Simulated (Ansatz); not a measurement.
Input and command of a calculation in Ansatz (plane waves; scalar-relativistic PAW potentials unless the input names others):

```yaml
crystal:
  lattice:
    - [4.5273568029, 0.0, 0.0]
    - [0.0, 4.5273568029, 0.0]
    - [0.0, 0.0, 4.5273568029]
  atoms:
    - { symbol: In, position: [0.0, 0.5, 0.5], spin: 2.0 }
    - { symbol: In, position: [0.5, 0.0, 0.5] }
    - { symbol: In, position: [0.5, 0.5, 0.0] }
    - { symbol: As, position: [0.0, 0.0, 0.0] }
basis:
  ecutwfc: 420
kpoints:
  mp_grid: { grid: [10, 10, 10] }
hamiltonian:
  xc: lda
scf:
  occupations: { method: gaussian, width: 0.1 }
  max_iter: 50
output:
  forces: true
  eigenvalues: true
  stress: true
```

```bash
ansatz run input.yaml --threads 2 --pin off --max-ram 5120MiB --backend cpu --events-out ev --progress --plain --runs-dir out
```

Problem. What is wrong with this input?

Solution. The program refuses it, because of a moment without spin polarisation (crystal.atoms[0].spin: not typed → 2.0). Without that key it is accepted.

Abridged log:
```
Error: inconsistent input (magnetization.spin_polarized): false but per-atom `spin:`, `per_species`, `initial_magnetization`, `magnetic_field`, or `spin_locking` is set
```